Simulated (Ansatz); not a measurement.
Problem. Each is relaxed and computed with plane-wave PAW r²SCAN (Ansatz code). Which is the only metal?
(A) Hf2InC, P6_3/mmc (Hf on 4f, In on 2d, C on 2a)
(B) SiC, Pnma (Si on 4c, C on 4c)
(C) In7Te10, R32 (Pearson symbol hR34)
(D) CsVBr3, P6_3/mmc (Cs on 2d, V on 2a, Br on 6h)

Solution. A, Hf2InC, P6_3/mmc (Hf on 4f, In on 2d, C on 2a). Hf2InC: metal; SiC: gap 3.02 eV (indirect); In7Te10: gap 1.36 eV; CsVBr3: gap 2.47 eV (indirect). Spin orders computed, not proven ground states: CsVBr3, P6_3/mmc (Cs on 2d, V on 2a, Br on 6h) antiferromagnetic. Typed or built starts, not in the databases checked: SiC, Pnma (Si on 4c, C on 4c). Not the usual ambient phase: SiC, Pnma (Si on 4c, C on 4c). Standing as an ambient phase not checked: Hf2InC, P6_3/mmc (Hf on 4f, In on 2d, C on 2a); In7Te10, R32 (Pearson symbol hR34); CsVBr3, P6_3/mmc (Cs on 2d, V on 2a, Br on 6h). All cells were relaxed under the symmetry of their starts (and spin orders); stability against distortions was not tested throughout. Cells of antiferromagnets are given as chemical subcells. Rows with no word on spin ran without spin polarisation. Spin–orbit coupling is left out wherever it is not named.

Potentials: the later of the program's two PAW sets.
